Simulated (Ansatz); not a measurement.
Level of theory: DFT PBE, scalar-relativistic, plane waves, PAW (Ansatz). Settings: cutoff 420 eV, Γ-centred meshes spaced at most about 0.3 Å⁻¹, and about 0.25 Å⁻¹ or finer for metals (2π included), Gaussian smearing. No spin polarisation in the final relaxations.

All energies are static (0 K, no zero-point motion). All come from trial cells, and lower structures may exist.

Question: Order these relaxed structures of Sc₂BP₃ by energy, lowest first, with the energy over the lowest of them.
1.

```
CELL_PARAMETERS angstrom
4.26389 0.00000 0.00000
-2.13195 3.69264 0.00000
0.00000 0.00000 8.87174
ATOMIC_POSITIONS crystal
Sc 0.66667 0.33333 0.50000
Sc 0.33333 0.66667 0.00000
B 0.33333 0.66667 0.50000
P 0.33333 0.66667 0.30306
P 0.33333 0.66667 0.69694
P 0.66667 0.33333 0.00000
```

2.

```
CELL_PARAMETERS angstrom
4.05149 0.00000 0.00000
0.00000 3.28900 0.00000
-2.03519 0.00000 6.96284
ATOMIC_POSITIONS crystal
Sc 0.51100 0.50000 0.24448
Sc 0.99108 0.00000 0.75250
B 0.60673 0.00000 0.97860
P 0.38934 0.50000 0.61736
P 0.11959 0.00000 0.39513
P 0.88226 0.50000 0.01194
```

3.

```
CELL_PARAMETERS angstrom
3.23791 0.00000 0.00000
0.00000 3.23791 0.00000
0.00000 0.00000 8.37990
ATOMIC_POSITIONS crystal
Sc 0.50000 0.00000 0.75028
Sc 0.00000 0.50000 0.24972
B 0.50000 0.50000 0.00000
P 0.50000 0.00000 0.41996
P 0.00000 0.50000 0.58004
P 0.00000 0.00000 0.00000
```

4.

```
CELL_PARAMETERS angstrom
3.33348 0.00000 0.00000
0.00000 3.33348 0.00000
0.00000 0.00000 8.21011
ATOMIC_POSITIONS crystal
Sc 0.50000 0.50000 0.30282
Sc 0.50000 0.50000 0.69718
B 0.50000 0.50000 0.00000
P 0.00000 0.00000 0.86768
P 0.00000 0.00000 0.13232
P 0.00000 0.00000 0.50000
```

Answer: 2 (0 meV/atom), 3 (187 meV/atom), 1 (330 meV/atom), 4 (364 meV/atom). Forms: 2 Pm; 3 P-4m2; 1 P-6m2; 4 P4/mmm. Counting B or P atoms around Sc (for each partner element, those within 1.25 times its shortest distance or 1.15 times the sum of covalent radii, where it is the nearest in units of that sum or under 1.3; a slash parts the counts of unlike sites): cell 2 has Sc 9; cell 3 has Sc 9; cell 1 has Sc 5/9; cell 4 has Sc 9. Cell 2 holds P–P chains (shortest 2.35 Å); cell 4 holds P–P pairs (shortest 2.17 Å) (bonds between like non-metal atoms; other contacts aren't counted).

Cells relaxed within their symmetry can be saddle points. The Pm cell of Sc2BP3 came from shaking the P-4m2 one. Some candidate types were left out of the draw beforehand, so a known form may be missing.
